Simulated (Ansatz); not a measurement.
Relaxing a structure of Si2Ru

The relaxed structure here is a generated cell of Si2Ru: the first start was made by a random draw of sites in a space group, and the end was not matched to a known phase here, so it may be hypothetical.

The start is a randomly generated symmetric cell of Si2Ru (space group No. 115). The cell and all atomic positions are relaxed at zero pressure with r2SCAN (plane waves to 500 eV, PAW, scalar-relativistic; Ansatz, a program for electronic structure). The first steps use a coarse 5×5×6 k-mesh.

Starting cell:
```yaml
crystal:
  lattice:
    - [4.75738, 0.00000, 0.00000]
    - [0.00000, 4.75738, 0.00000]
    - [0.00000, 0.00000, 3.75051]
  atoms:
    - { symbol: Ru, position: [0.50000, 0.50000, 0.00000] }
    - { symbol: Ru, position: [0.50000, 0.50000, 0.50000] }
    - { symbol: Si, position: [0.00000, 0.50000, 0.11341] }
    - { symbol: Si, position: [0.50000, 0.00000, 0.88659] }
    - { symbol: Si, position: [0.00000, 0.00000, 0.00000] }
    - { symbol: Si, position: [0.00000, 0.00000, 0.50000] }
```

- Outcome = The space group goes from P-4m2 (No. 115) to P4₂/mmc (No. 131), with 6 atoms in the primitive cell
- Volume change = +1.4 %, from 14.15 to 14.34 Å³/atom
- Shortest distances (start → end) = The closest pairs of elements (up to four, under 3.6 Å), start → end: Ru–Ru 1.88 → 3.10 Å; Si–Si 1.88 → 2.42 Å; Ru–Si 2.42 → 2.42 Å
- Band gap at the end = zero (metallic)
- Optimiser moves = 20

Final structure:

```cif
data_Ru2Si4
_chemical_formula_sum 'Ru2 Si4'
_space_group_name_H-M_alt 'P42/mmc'
_space_group_IT_number 131
_space_group_name_Hall '-P 4c 2'
_cell_length_a 3.72831
_cell_length_b 3.72831
_cell_length_c 6.19095
_cell_angle_alpha 90.000
_cell_angle_beta 90.000
_cell_angle_gamma 90.000
loop_
_atom_site_label
_atom_site_type_symbol
_atom_site_symmetry_multiplicity
_atom_site_Wyckoff_symbol
_atom_site_fract_x
_atom_site_fract_y
_atom_site_fract_z
_atom_site_occupancy
Ru1 Ru 2 f 0.50000 0.50000 0.25000 1
Si1 Si 2 c 0.00000 0.50000 0.00000 1
Si2 Si 2 e 0.00000 0.00000 0.25000 1
```

Final values are on a 13×13×8 k-mesh of the relaxed cell. The start holds a very short contact (Ru–Ru 1.88 Å). No spin polarisation in the result.

The run could not lose the symmetry of its start; a randomly shaken copy of 12 atoms returns to this structure.
